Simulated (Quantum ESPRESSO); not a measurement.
# Strain and stress in Ga3GeN4

Calculated results; nothing here was measured. They come from pw.x of Quantum ESPRESSO 7.5, a plane-wave density functional program, with PseudoDojo standard norm-conserving files (v0.5 for PBE, v0.4.1 for LDA and PBEsol). The cells are made up: elements, strain and atom displacements were drawn at random, and nothing was relaxed. There is no spin polarisation, spin-orbit coupling or dispersion term.

The cell has 8 sites of a wurtzite lattice (rectangular cell). Sites 1 to 4 hold Ga Ga Ga Ge; sites 5 to 8 hold N N N N. Cell vectors in Å: (3.204, 0.008, -0.032); (0.014, 5.506, 0.046); (-0.052, 0.044, 5.235). Settings: PBE, cutoff 1143 eV, 7 x 6 x 6 k mesh shifted by half a step, Fermi-Dirac smearing of 0.1 eV.

Each run adds a shear xy (given as the tensor component) to one cell, with the atoms carried along; the vectors above are those of run 3. Stress is positive in tension and P is minus a third of its trace. E is the free energy for each atom above the lowest run shown.

| run | strain (%) | s_xx (GPa) | s_yy (GPa) | s_zz (GPa) | s_xy (GPa) | P (GPa) | E (meV/atom) |
| --- | --- | --- | --- | --- | --- | --- | --- |
| 1 | -1.41 | -10.79 | -15.17 | -10.36 | 1.81 | 12.11 | 0.00 |
| 2 | -0.69 | -11.17 | -15.23 | -10.56 | 3.21 | 12.32 | 2.50 |
| 4 | 0.48 | -11.94 | -15.60 | -10.80 | 5.49 | 12.78 | 9.80 |
| 5 | 1.39 | -12.70 | -16.13 | -10.91 | 7.28 | 13.24 | 18.34 |
| 6 | 1.71 | -12.99 | -16.35 | -10.93 | 7.92 | 13.42 | 21.93 |
| 7 | 2.34 | -13.61 | -16.89 | -10.95 | 9.18 | 13.82 | 30.00 |
| 3 | -0.26 | ? | ? | ? | ? | ? | ? |

A rerun of one of these cells at 1437 eV and k mesh 9 x 8 x 8 moved values by no more than 0.006 eV in the cell's energy, 0.27 GPa in stress and 0.020 eV/Å in force.

## Worked fit

A parabola through the six runs shown gives s_xy = 4.55 + 1.95 e + 0.010 e² GPa, with e in per cent and a scatter of 0.01 GPa. The slope is a stiffness of 195 ± 1 GPa for each unit of this strain at e = 0, twice a shear constant under the stress shown, since the tensor component is half the shear angle. The atoms are clamped, and relaxing them would in general lower it. The error is the larger of the fit's own and the change that a cubic makes, rounded up.

## Withheld run

Question: what s_xy should run 3 give?

The fit gives 4.04 GPa. The calculation gave 4.04 GPa.

```
run  strain (%)  s_xx (GPa)  s_yy (GPa)  s_zz (GPa)  s_xy (GPa)  P (GPa)  E (meV/atom)
  3       -0.26      -11.42      -15.33      -10.66        4.04    12.47          4.67
```